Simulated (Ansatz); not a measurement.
Ti:
```
CELL_PARAMETERS angstrom
     -1.62600     1.62600     1.62600
      1.62600    -1.62600     1.62600
      1.62600     1.62600    -1.62600
ATOMIC_POSITIONS crystal
  Ti 0.00000 0.00000 0.00000
```

Relaxed with r²SCAN. Special points in fractions of this cell's reciprocal vectors: Γ (0.000, 0.000, 0.000); H (0.500, -0.500, 0.500); N (0.000, 0.000, 0.500); P (0.250, 0.250, 0.250).

### Question
List the band energies nearest the Fermi level at these points for r²SCAN in the plane-wave PAW code Ansatz.

### Answer
In eV from the Fermi level; about four levels below and three above (degenerate sets whole), none deeper than 8.9 eV; … stands for higher levels left out; points with the same levels are listed once.

```json
[
 {"k": "Γ", "below": "-6.39", "above": "1.14 1.14 1.14"},
 {"k": "H", "below": "-2.30 -2.30", "above": "4.16 4.16 4.16"},
 {"k": "N", "below": "-2.61 -0.35", "above": "1.00 2.95 3.31"},
 {"k": "P", "below": "-0.67 -0.67 -0.67", "above": "3.38 3.38 …"}
]
```

Space group Im-3m (bcc (W type)). This is a known high-temperature phase of the composition, computed here at zero pressure and temperature. The cell was relaxed with r²SCAN under the symmetry of its start. At this level the phase is dynamically unstable (imaginary phonons). The run is not spin-polarised.

Potentials: the earlier of the program's two PAW sets.
